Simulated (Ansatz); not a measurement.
Bi:
```yaml
crystal:
  lattice:
    - [0.00000, 2.47305, 2.47305]
    - [2.47305, 0.00000, 2.47305]
    - [2.47305, 2.47305, 0.00000]
  atoms:
    - { symbol: Bi, position: [0.00000, 0.00000, 0.00000] }
```

Relaxed with PBEsol. Special points in fractions of this cell's reciprocal vectors: Γ (0.000, 0.000, 0.000); X (0.500, 0.000, 0.500); U (0.625, 0.250, 0.625); K (0.375, 0.375, 0.750); L (0.500, 0.500, 0.500); W (0.500, 0.250, 0.750).

### Question
List the band energies nearest the Fermi level at these points for plane-wave PAW PBEsol with spin–orbit coupling (Ansatz code).

### Answer
In eV from the Fermi level; about four levels below and three above (degenerate sets whole), none deeper than 8.9 eV; … stands for higher levels left out; points with the same levels are listed once.

| k | below | above |
|---|---|---|
| Γ | – | 2.63 2.63 6.39 6.39 6.39 6.39 |
| X | -4.73 -4.73 -0.22 -0.22 | 1.21 1.21 4.25 4.25 |
| U | -4.03 -4.03 -2.40 -2.40 | 1.38 1.38 5.36 5.36 |
| L | -5.48 -5.48 | 2.45 2.45 4.60 4.60 |
| W | -2.21 -2.21 -0.88 -0.88 | 9.14 9.14 … |

Space group Fm-3m (fcc (Cu type)). The start of the workflow was typed in or built on a structure type; neither database checked (COD, Materials Project) lists it. It is not the phase usual at ambient conditions (space group No. 166). Symmetry was held in the PBEsol relaxation. At this level the phase is mechanically unstable.

Potentials: the later of the program's two PAW sets.
